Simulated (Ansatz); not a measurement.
Input for Ansatz (plane-wave DFT, PAW):

```yaml
crystal:
  lattice:
    - [3.3168146458, 0.0, 0.0]
    - [0.0, 3.3168146458, 0.0]
    - [0.0, 0.0, 3.3168146458]
  atoms:
    - { symbol: Si, position: [0.0, 0.0, 0.0] }
    - { symbol: Ni, position: [0.0, 0.5, 0.5] }
    - { symbol: Ni, position: [0.5, 0.0, 0.5] }
    - { symbol: Ni, position: [0.5, 0.5, 0.0] }
basis:
  ecutwfc: 420
kpoints:
  mp_grid: { grid: [12, 12, 12] }
hamiltonian:
  xc: pbesol
scf:
  occupations: { method: gaussian, width: 0.1 }
output:
  forces: true
  stress: true
  eigenvalues: true
```

Command:
```bash
ansatz run input.yaml --threads 1 --pin off --max-ram 2560MiB --backend cpu --events-out ev --progress --plain --runs-dir out
```

Method: Ansatz 0.2.0, DFT PBEsol, scalar-relativistic, plane waves, PAW.

Abridged output (final results; tables in files aren't shown):

```
SCF 1 converged in 7 iterations: F = -18037.967482 eV  dr2 = 5.14e-9
SCF converged after 7 iterations
Free energy (F): -18037.967482 eV
Harris-Foulkes:  -18037.967482 eV  (|F-HF|=3.34e-9)
Internal energy: -18037.958345 eV  (E = F + TS)
E sigma→0 (E₀):  -18037.962914 eV
Entropy (-TS):   -0.009137 eV (-2.284 meV/atom)
Fermi energy:    21.282171 eV
--- Per-component energies (eV) ---
  E_band       = -651.918859
  E_kinetic    = 913.988864
  E_local      = -10848.649232  (includes V_loc(G=0)·N_el)
  E_nonlocal   = 1932.144550
  E_hartree    = 4654.636747
  E_xc         = -319.634625
  E_vxc        = -390.068074  (∫ρ·V_xc dr)
  E_paw        = -5281.635087  (= ΣΔE_a)
  E_vpaw       = -1568.605604  (= ΣTr[D̂ρ^β])
  E_aug_tail   = 0.001504  (compensation charges beyond the density's cutoff)
  E_ewald      = -9089.434492
  E_core_change = 0.623427  (= ΣΔE_core)
  E_smearing   = -0.009137  (= −TS)
--- Forces (eV/Å), atoms counted from 1 ---
  atom   1  Si     0.00000000     0.00000000     0.00000000
  atom   2  Ni     0.00000000     0.00000000     0.00000000
  atom   3  Ni     0.00000000     0.00000000     0.00000000
  atom   4  Ni     0.00000000     0.00000000     0.00000000
--- Stress (GPa, compression-positive) ---
       41.374905       0.000000       0.000000
        0.000000      41.374905       0.000000
        0.000000       0.000000      41.374905
  P = ⅓ Tr σ = 41.3749 GPa (413.749 kbar)
--- Band table (eV; the first three rows and the last of 84) ---
  k-point 0: bands = ["-82.0055", "-81.9299", "-81.9299", "-42.6774", "-42.6774", "-42.6774", "-42.5567", "-42.5567", "-42.5567", "-42.3271", "-42.3271", "-42.3271", "7.8863", "15.1350", "16.0529", "16.0529", "16.6982", "16.6982", "16.6982", "19.2858", "19.2858", "19.2858", "20.1431", "20.1431", "20.1431", "20.5006", "20.5006", "20.9341", "21.3366", "21.3366", "21.3366", "27.7653", "28.4048", "28.4048", "33.0659"]
  k-point 1: bands = ["-82.0044", "-81.9310", "-81.9299", "-42.6748", "-42.6748", "-42.6738", "-42.5575", "-42.5575", "-42.5569", "-42.3314", "-42.3289", "-42.3289", "7.9804", "15.1690", "15.9420", "16.1239", "16.6980", "16.6980", "16.7284", "19.0931", "19.0931", "19.2508", "19.8566", "20.2326", "20.2326", "20.5027", "20.5151", "20.8893", "21.3367", "21.5115", "21.5115", "27.9093", "28.3647", "28.7046", "32.7683"]
  k-point 2: bands = ["-82.0010", "-81.9343", "-81.9298", "-42.6674", "-42.6674", "-42.6634", "-42.5600", "-42.5600", "-42.5577", "-42.3436", "-42.3339", "-42.3339", "8.2590", "15.1468", "15.6929", "16.3291", "16.6923", "16.6923", "16.8154", "18.7832", "18.7832", "19.1505", "19.3645", "20.2272", "20.2272", "20.4162", "20.5034", "20.7606", "21.3370", "22.0573", "22.0573", "27.9626", "28.2489", "29.7044", "31.7697"]
  k-point 83: bands = ["-81.9547", "-81.9547", "-81.9547", "-42.7083", "-42.7083", "-42.7083", "-42.6503", "-42.4583", "-42.4583", "-42.4583", "-42.2814", "-42.2814", "12.0796", "15.9390", "15.9390", "15.9390", "16.8345", "16.8345", "16.8345", "18.4333", "18.4333", "18.4333", "19.4080", "19.4080", "19.4080", "19.6916", "19.6916", "20.4065", "21.0350", "21.0350", "21.0350", "23.3384", "26.0445", "26.0445", "26.0445"]
```

The calculation finished and met its thresholds.

Time: 5 s on 1 thread of Oxide Virtual Turin-like Processor (Zen 5), on a shared host, peak memory 0.41 GiB.